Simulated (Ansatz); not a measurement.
ZrB2: a ladder of calculations

Cell of run 1: a structure deposited in the COD, whose atoms a relaxation with PBE at fixed cell left in place.

```cif
data_structure
_symmetry_space_group_name_H-M 'P 1'
_symmetry_Int_Tables_number 1
_cell_length_a 3.1700
_cell_length_b 3.1700
_cell_length_c 3.5330
_cell_angle_alpha 90.000
_cell_angle_beta 90.000
_cell_angle_gamma 120.000
_cell_volume 30.75
loop_
_atom_site_label
_atom_site_type_symbol
_atom_site_fract_x
_atom_site_fract_y
_atom_site_fract_z
_atom_site_occupancy
Zr1 Zr 0.00000 0.00000 0.00000 1
B2 B 0.33333 0.66667 0.50000 1
B3 B 0.66667 0.33333 0.50000 1
```

Sites (sets of like atoms) are named by element and the number of their first atom in this list.

All runs are DFT with Ansatz 0.2.0 (plane waves and PAW, scalar-relativistic unless spin–orbit coupling is named, Γ-centred meshes, Fermi–Dirac smearing where given) in this cell.

Run 1: PBE, atoms relaxed; 420 eV, 17×17×13 k-points, smearing 0.05 eV.
Run 2: r2SCAN, at the relaxed atoms; 500 eV, 17×17×13 k-points, smearing 0.05 eV.
Run 3: PBE with spin–orbit coupling, at the relaxed atoms; 420 eV, 17×17×13 k-points, smearing 0.05 eV.
Run 4: LDA, at the relaxed atoms; 420 eV, 17×17×13 k-points, smearing 0.05 eV.

| run | Zr V_zz (η) |
| --- | --- |
| 1 | 4.54 (0.00) |
| 2 | 4.15 (0.00) |
| 3 | 4.56 (0.00) |
| 4 | ? |

V_zz in 10²¹ V/m²; 1 of the 2 sets of like atoms are followed.

Question: Estimate the row of run 4.

Answer: Zr: 4.83 (0.00). It lies nearest to run 3, from whose tensors on these sites it differs by 0.27 at most (largest principal value of the difference, on Zr). Taken one at a time, the functional (between the two that differ most) moves the tensors on these sites by up to 0.68 (largest principal value of the change, on Zr), spin–orbit coupling by 0.01.

In runs 1, 2, 3, 4 there is no gap above 0.1 eV, so the gradients can move by 10 % or more with the k-mesh. The cell isn't the equilibrium one in run 4 (calculated pressure -9 GPa), and the entry's cell may itself be off.
